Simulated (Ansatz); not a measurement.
Si$_{12}$W in space group P6/mmm (No. 191; W on 1a, Si on 12n) at seven volumes, DFT-PBE+D3(BJ) in the program Ansatz with PAW potentials, shape and atoms relaxed at each. One row is withheld.

```
V (Å³/atom)  P (GPa)
-----------  -------
15.767         12.59
16.287          7.66
16.807             ?
17.327         -0.01
17.847         -2.95
18.366         -5.37
18.886         -7.37
```

### Question
Fit the shown pressures and predict the withheld one.

### Answer
P = (3/2)B₀(x^(7/2) − x^(5/2))[1 + (3/4)(B′ − 4)(x − 1)] with x = (V₀/V)^(2/3). Least squares on the six rows gives V₀ = 17.325 Å³/atom, B₀ = 106 GPa, B′ = 4.94. At V = 16.807, x = 1.0204 and P = 3.47 GPa. The run itself gave 3.50 GPa.

The start of the workflow was typed in or built on a structure type; neither database checked (COD, Materials Project) lists it. Whether it is the stable phase at ambient conditions was not checked. The PBE+D3(BJ) relaxation kept the symmetry of its start; its stability against distortions is not shown here. No spin polarisation was allowed. Its formation energy is positive at this level, so the cell may be metastable or incomplete. Spin–orbit coupling is left out wherever it is not named.

Potentials: the earlier of the program's two PAW sets.
